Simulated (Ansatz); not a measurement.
Molecular dynamics on a 2×2×2 supercell (32 atoms) of ZnSnN2 (ordering on rocksalt), relaxed with r2SCAN. Forces come from r2SCAN in Ansatz: a Langevin thermostat at fixed volume, 800 K, steps of 2 fs. Classical nuclei, no spin polarisation; a few dozen steps show the first response, not equilibrium. The structure comes from a prototype and may be hypothetical.

```yaml
crystal:
  lattice:
    - [6.4131212297, 0.0, 0.0]
    - [0.0, 6.4131212297, 0.0]
    - [0.0, 0.0, 8.6284541642]
  atoms:
    - { symbol: Zn, position: [0.0, 0.0, 0.0] }
    - { symbol: "N", position: [0.0, 0.0, 0.25] }
    - { symbol: Sn, position: [0.25, 0.25, 0.25] }
    - { symbol: "N", position: [0.25, 0.25, 0.0] }
    - { symbol: Zn, position: [0.0, 0.0, 0.5] }
    - { symbol: "N", position: [0.0, 0.0, 0.75] }
    - { symbol: Sn, position: [0.25, 0.25, 0.75] }
    - { symbol: "N", position: [0.25, 0.25, 0.5] }
    - { symbol: Zn, position: [0.0, 0.5, 0.0] }
    - { symbol: "N", position: [0.0, 0.5, 0.25] }
    - { symbol: Sn, position: [0.25, 0.75, 0.25] }
    - { symbol: "N", position: [0.25, 0.75, 0.0] }
    - { symbol: Zn, position: [0.0, 0.5, 0.5] }
    - { symbol: "N", position: [0.0, 0.5, 0.75] }
    - { symbol: Sn, position: [0.25, 0.75, 0.75] }
    - { symbol: "N", position: [0.25, 0.75, 0.5] }
    - { symbol: Zn, position: [0.5, 0.0, 0.0] }
    - { symbol: "N", position: [0.5, 0.0, 0.25] }
    - { symbol: Sn, position: [0.75, 0.25, 0.25] }
    - { symbol: "N", position: [0.75, 0.25, 0.0] }
    - { symbol: Zn, position: [0.5, 0.0, 0.5] }
    - { symbol: "N", position: [0.5, 0.0, 0.75] }
    - { symbol: Sn, position: [0.75, 0.25, 0.75] }
    - { symbol: "N", position: [0.75, 0.25, 0.5] }
    - { symbol: Zn, position: [0.5, 0.5, 0.0] }
    - { symbol: "N", position: [0.5, 0.5, 0.25] }
    - { symbol: Sn, position: [0.75, 0.75, 0.25] }
    - { symbol: "N", position: [0.75, 0.75, 0.0] }
    - { symbol: Zn, position: [0.5, 0.5, 0.5] }
    - { symbol: "N", position: [0.5, 0.5, 0.75] }
    - { symbol: Sn, position: [0.75, 0.75, 0.75] }
    - { symbol: "N", position: [0.75, 0.75, 0.5] }
kpoints:
  mp_grid: { grid: [2, 2, 2] }
hamiltonian:
  xc: r2scan
scf:
  occupations: { method: fermi_dirac, width: 0.069 }
md:
  ensemble: nvt_langevin
  temperature: 800
  timestep: 2.0
  n_steps: 20
  initial_velocities: maxwell_boltzmann
  seed: 5593
```

Command: `ansatz run input.yaml --threads 4 --pin off --max-ram 3686MiB --backend cpu --events-out ev --progress --plain --runs-dir out`. It ended after 7.7 min on 4 threads of Arm Neoverse N1, with other jobs on the host; peak host memory 2.7 GiB.

| step | t (fs) | T (K) | free energy F from step 0 (meV/atom) | kinetic energy (meV/atom) | largest force (eV/Å) |
| --- | --- | --- | --- | --- | --- |
| 0 | 0 | 775 | 0.0 | 100.2 | 0.00 |
| 1 | 2 | 727 | 1.3 | 94.0 | 0.56 |
| 2 | 4 | 713 | 5.3 | 92.2 | 1.13 |
| 3 | 6 | 683 | 11.5 | 88.2 | 1.65 |
| 4 | 8 | 628 | 19.2 | 81.2 | 2.05 |
| 5 | 10 | 543 | 27.3 | 70.2 | 2.35 |
| 6 | 12 | 516 | 34.3 | 66.7 | 2.55 |
| 7 | 14 | 489 | 39.7 | 63.2 | 2.71 |
| 8 | 16 | 485 | 43.1 | 62.7 | 2.91 |
| 9 | 18 | 495 | 44.2 | 64.0 | 3.05 |
| 10 | 20 | 519 | 43.5 | 67.1 | 3.09 |
| 11 | 22 | 580 | 41.8 | 74.9 | 3.06 |
| 12 | 24 | 569 | 40.7 | 73.5 | 2.97 |
| 13 | 26 | 608 | 41.1 | 78.6 | 2.83 |
| 14 | 28 | 573 | 43.3 | 74.1 | 2.64 |

The temperature starts at 775 K, is lowest at step 8 (485 K, 16 fs) and ends at 573 K. The thermostat hasn't had time to restore it. The atoms start on their lattice sites with kinetic energy alone, so much of it first passes into potential energy. By the last step the atoms have moved 0.13 Å in the root mean square, the drift of the whole cell taken out, 0.30 Å at most. The job's limit cut the run after 14 of 20 steps.

Positions (Å) and forces (eV/Å) at step 14:
```
Zn  -0.132  -0.252   0.067     0.730   1.144  -0.518
N    0.021   0.018   2.242    -0.065  -0.789  -0.487
Sn   1.611   1.633   2.102    -0.302   0.639  -0.203
N    1.628   1.572  -0.080     0.812   0.227   0.422
Zn  -0.022   0.047   4.359    -0.442  -0.077  -0.259
N    0.026  -0.067   6.490    -0.095   0.325  -0.436
Sn   1.600   1.592   6.423     0.449  -0.450   0.482
N    1.467   1.429   4.282     0.469  -0.179   0.680
Zn  -0.044   3.251   0.022     0.374  -0.611   0.065
N    0.034   3.091   2.199    -0.354   1.141  -0.548
Sn   1.627   4.963   2.233    -0.912  -2.376  -0.699
N    1.483   4.770  -0.044     0.066   0.087   0.702
Zn   0.060   3.177   4.234    -0.075  -0.041   0.512
N   -0.098   3.240   6.459     0.695  -0.420  -0.238
Sn   1.527   4.747   6.424     0.465   0.489   0.866
N    1.775   4.532   4.357    -0.669   0.684  -0.578
Zn   3.257   0.042  -0.039    -0.495   0.082  -0.047
N    3.183  -0.091   2.182     0.520   0.833  -0.547
Sn   4.765   1.580   2.186     1.020   0.520  -0.801
N    4.946   1.426   0.032    -0.343   0.277  -0.010
Zn   3.270  -0.019   4.235    -0.131   0.493   1.266
N    3.355   0.027   6.489    -1.129   0.296  -0.418
Sn   4.874   1.609   6.449    -0.500  -0.018   0.346
N    4.731   1.672   4.258    -0.133  -0.038   1.097
Zn   3.260   3.176  -0.023    -0.627  -0.052   0.257
N    3.258   3.099   2.144    -0.402   0.646  -0.341
Sn   4.794   4.803   2.180     0.330  -0.864  -0.181
N    4.721   4.723   0.002     0.080  -0.053   0.781
Zn   3.335   3.305   4.422     0.312  -0.733  -0.994
N    3.301   3.252   6.493    -0.742  -0.677   0.244
Sn   4.748   4.863   6.484     0.710  -0.508  -0.486
N    4.840   4.906   4.288     0.384   0.004   0.072
```
